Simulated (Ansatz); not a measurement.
## CaAu3: what symmetry allows forces and stress to be

```xyz
4
Lattice="0.0000 3.4408 3.4408 3.6467 0.0000 3.4408 3.6467 3.4408 0.0000" Properties=species:S:1:pos:R:3 pbc="T T T"
Ca   -0.0536    0.0000    0.0000
Au    1.8350    1.7204    1.7204
Au    5.4817    5.1612    5.1612
Au    3.6770    3.4408    3.4408
```

Level of theory: Ansatz 0.2.0, DFT PBEsol, scalar-relativistic, plane waves, PAW.

Settings: cutoff 420 eV, Γ-centred mesh 10×10×10 on the computed 4-atom cell, Gaussian smearing of 0.10 eV; no spin polarisation.

This distorted cell has space group I4mm, with 8 operations.

Without a calculation: in which directions can each atom feel a force?

A force must be left unchanged by every operation that keeps its atom in place, so it lies in the space that those operations leave fixed. Atoms that the group maps onto each other feel forces of one size.
```
atom site symmetry operations at the site equivalent to atom allowed force (Cartesian)
 Ca1            4mm                       8                   1   along (1.00, 0.00, 0.00)
 Au2           2mm.                       4                   2   along (1.00, 0.00, 0.00)
 Au3           2mm.                       4                   2   along (1.00, 0.00, 0.00)
 Au4            4mm                       8                   4   along (1.00, 0.00, 0.00)
```

That leaves 3 independent force components of 12, tied by 1 condition that the forces sum to zero, so 2 remain. A relaxation in this cell that keeps the symmetry moves the atoms in these directions alone.

And the stress tensor?

It must be invariant under the point group, which leaves 2 independent components: yz, xz, xy vanish; yy = zz.

Do the computed values obey this?

Yes. Forces (eV/Å):
```
Ca1  0.271  0.000  0.000
Au2 -0.114  0.000  0.000
Au3 -0.114  0.000  0.000
Au4 -0.042  0.000  0.000
```

Stress (GPa, compression positive, xx yy zz yz xz xy): -7.80 -7.96 -7.96 0.00 0.00 0.00. The program imposes the same operations on density, forces and stress, so this confirms the analysis and is no independent test of the calculation.

Spin–orbit coupling is left out, which can shift energies with elements as heavy as these.